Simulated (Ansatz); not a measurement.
## Ga under compression and expansion

```cif
data_structure
_symmetry_space_group_name_H-M 'I4/mmm'
_symmetry_Int_Tables_number 139
_cell_length_a 2.8080
_cell_length_b 2.8080
_cell_length_c 4.4580
_cell_angle_alpha 90.000
_cell_angle_beta 90.000
_cell_angle_gamma 90.000
_cell_volume 35.15
loop_
_atom_site_label
_atom_site_type_symbol
_atom_site_symmetry_multiplicity
_atom_site_Wyckoff_symbol
_atom_site_fract_x
_atom_site_fract_y
_atom_site_fract_z
_atom_site_occupancy
Ga1 Ga 2 a 0.00000 0.00000 0.00000 1
```

The runs use the primitive cell with vectors (-1.404, 1.404, 2.229), (1.404, -1.404, 2.229), (1.404, 1.404, -2.229) Å, to which the k mesh refers.

The cell is COD entry 9012723, as deposited and not checked against the literature; nothing was relaxed.

Methods: DFT, PBEsol, all-electron LAPW, scalar-relativistic (Ansatz 0.2.0); DFT, PBEsol, PAW with Ansatz's default frozen-core files, scalar-relativistic (Ansatz 0.2.0).

For LAPW: a Γ-centred 16×16×16 k mesh, Fermi–Dirac smearing of 0.03 eV, basis error target 1 meV/atom, no spin polarisation. PAW takes a cutoff of 420 eV at this cell (files made with PBE, cores remade for this functional). The Ansatz runs share mesh, smearing and spin set-up. Plane-wave (PAW) pressures include the program's estimate of the Pulay term.

The cell above is scaled evenly, with fractional coordinates and shape held.

```tsv
V/V(cell)	V (Å³/atom)	P, LAPW (GPa)	P, PAW (GPa)	free energy over the lowest listed, PAW (meV/atom)
0.9400	16.521	5.11	5.06	18.2
0.9600	16.872	3.46	3.42	9.0
0.9800	17.224	1.99	1.95	3.1
0.9900	17.400	1.30	1.26	1.3
1.0000	17.575	0.64	0.61	0.3
1.0100	17.751	0.02	-0.02	0.0
1.0200	17.927	-0.58	-0.61	0.3
1.0400	18.278	-1.67	-1.70	2.9
1.0600	18.630	-2.65	-2.68	7.7
```

Q: What do Birch–Murnaghan fits to the pressures give?

A: LAPW: V0 = 17.76 Å³/atom, B0 = 61 GPa, B0′ = 4.1; PAW: V0 = 17.75 Å³/atom, B0 = 61 GPa, B0′ = 4.1.

PAW's V0 lies -0.06 % from the all-electron value and its B0 0.0 %. With shape and internal coordinates held, B0 is an upper bound to the relaxed modulus.
